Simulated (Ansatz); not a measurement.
WSe2:
```xyz
6
Lattice="3.3026 0.0000 0.0000 -1.6513 2.8601 0.0000 0.0000 0.0000 13.2258" Properties=species:S:1:pos:R:3 pbc="T T T"
W      1.6513     0.9534     9.9193
W      0.0000     1.9068     3.3064
Se     0.0000     1.9068    11.5830
Se     1.6513     0.9534     1.6428
Se     1.6513     0.9534     4.9701
Se     0.0000     1.9068     8.2557
```

Tensor components refer to the Cartesian frame of this cell.

### Question
Give the high-frequency dielectric tensor and the Born effective charge tensors of the independent atoms from DFPT, r²SCAN+D4 (plane waves, PAW; program Ansatz).

### Answer

ε∞:
```
14.4  0.00  0.00
0.00  14.4  0.00
0.00  0.00  6.14
```
Z* of atom 1 (W), rows: field, columns: displacement, in e:
```
-1.07   0.00   0.00
 0.00  -1.07   0.00
 0.00   0.00  -0.58
```
Z* of atom 3 (Se), rows: field, columns: displacement, in e:
```
0.54  0.00  0.00
0.00  0.54  0.00
0.00  0.00  0.29
```

Static charges for comparison (Bader): W1 +1.18, Se3 -0.59 e. Born charges measure polarisation by displacement and can exceed these by far.

Space group P6_3/mmc. The r²SCAN+D4 relaxation kept the symmetry of its start; phonons on a q-mesh show no instability. No spin polarisation was allowed. Scalar-relativistic: spin–orbit coupling is off unless named, which matters more the heavier the elements.

Potentials: the later of the program's two PAW sets.
